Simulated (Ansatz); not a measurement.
Here is the system:

Al$_{3}$BC$_{3}$:
```xyz
42
Lattice="5.9010 0.0000 0.0000 -2.9505 5.1104 0.0000 0.0000 0.0000 15.8618" Properties=species:S:1:pos:R:3 pbc="T T T"
Al    -0.9458     1.6381     9.8772
Al     4.0094     0.0000     1.9463
Al     2.0047     3.4723     9.8772
Al    -2.0047     3.4723     1.9463
Al     1.8915     0.0000     9.8772
Al     0.9458     1.6381     1.9463
Al     1.0232     1.7723     5.9910
Al    -1.0232     1.7723    13.9219
Al     3.8545     0.0000     5.9910
Al     1.9272     3.3381    13.9219
Al    -1.9272     3.3381     5.9910
Al     2.0465     0.0000    13.9219
Al     2.9505     1.7035     3.7914
Al     0.0000     3.4069    11.7223
Al     0.0000     3.4069     3.7914
Al     2.9505     1.7035    11.7223
Al     0.0000     0.0000    12.1537
Al     0.0000     0.0000     4.2228
B      0.0000     0.0000    15.7105
B      0.0000     0.0000     7.7796
B      0.0000     3.4069     0.0975
B      2.9505     1.7035     8.0284
B      2.9505     1.7035     0.0975
B      0.0000     3.4069     8.0284
C      0.0000     0.0000    14.2801
C      0.0000     0.0000     6.3492
C      0.0000     3.4069     1.5389
C      2.9505     1.7035     9.4698
C      2.9505     1.7035     1.5389
C      0.0000     3.4069     9.4698
C      1.9678     3.4083    11.8986
C     -1.9678     3.4083     3.9677
C      1.9654     0.0000    11.8986
C      0.9827     1.7021     3.9677
C     -0.9827     1.7021    11.8986
C      3.9356     0.0000     3.9677
C      0.0000     0.0000     1.2917
C      0.0000     0.0000     9.2226
C      0.0000     3.4069    14.5196
C      2.9505     1.7035     6.5887
C      2.9505     1.7035    14.5196
C      0.0000     3.4069     6.5887
```

This is the PBEsol-relaxed structure. x, y and z are the axes in which the lattice vectors are written.

Problem. All from PBEsol (plane waves, PAW; program Ansatz), unless another level is named. Predict the band gap.

Solution. 1.64 eV (indirect).

Problem. Give the hole effective mass, band 1 of 2 at the edge.

Solution. 14 along x, 0.91 along z (mₑ).

Problem. And the conduction-band minimum?

Solution. at M (3 equivalent valleys).

Space group P6_3cm. The first step of the workflow began from a Materials Project structure, measured or hypothetical; the Crystallography Open Database copy checked does not list it. Whether it is the stable phase at ambient conditions was not checked. The cell was relaxed with PBEsol under the symmetry of its start; whether a distortion lowers the energy is not shown.

Potentials: the earlier of the program's two PAW sets. The files were generated under PBE; for other functionals the program regenerates the frozen cores, and for LDA and PBEsol the local potential too.
